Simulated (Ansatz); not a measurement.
Relaxed polymorphs of AlRu. These are PBEsol (plane waves to 420 eV, PAW, scalar-relativistic; Ansatz, a first-principles code) values and carry that method's errors. One row is withheld; estimate it from its structure type, its coordination and the trend of the others.

```csv
structure,coordination,E − E(first row) (eV/atom),V (Å³/atom)
"Pm-3m, cP2, CsCl type","Al 8 (cubic)+6, Ru 8 (cubic)+6",0.00,13.18
"Fd-3m, cF16, AFLOW prototype AB_cF16_227_a_b (B32, as in NaTl)",–,0.49,13.78
"P6₃/mmc, hP12",–,0.26,13.75
"P6₃/mmc, hP4, NiAs type","Al 6+6, Ru 6+6",0.28,13.76
"Pbcm, oP8",–,0.28,13.66
"P6/mmm, hP6, AFLOW prototype AB_hP6_191_f_ad (B35, as in CoSn)",–,?,?
```

What belongs in the gaps?


- P6/mmm, hP6, AFLOW prototype AB_hP6_191_f_ad (B35, as in CoSn), E − E(first row) (eV/atom): 0.53
- P6/mmm, hP6, AFLOW prototype AB_hP6_191_f_ad (B35, as in CoSn), V (Å³/atom): 16.54

The withheld cell: P6/mmm (No. 191), hP6, AFLOW prototype AB_hP6_191_f_ad (B35, as in CoSn); a = 5.2600 Å, b = 5.2600 Å, c = 4.1420 Å, α = 90.00°, β = 90.00°, γ = 120.00°; Ru 3f (0.000, 0.500, 0.000); Al 1a (0.000, 0.000, 0.000); Al 2d (0.333, 0.667, 0.500). Coordination numbers (neighbours up to the widest gap in distance over summed covalent radii, below 1.35; n+m marks a second, longer set).

1 run with a doubtful electronic state, a coarser numerical grid, an end not at rest or a source that can't be used is left out. Each run could gain symmetry but not lose that of its start, so entries can be saddle points. From databases, or of a type measured for this composition: Pm-3m, cP2, CsCl type; the others are generated cells (placed on structure types, drawn at random, substituted or restacked) that were not matched to a known phase here. Energies are at zero temperature and pressure, without zero-point motion. No spin polarisation in the result. A magnetic state may lie lower.
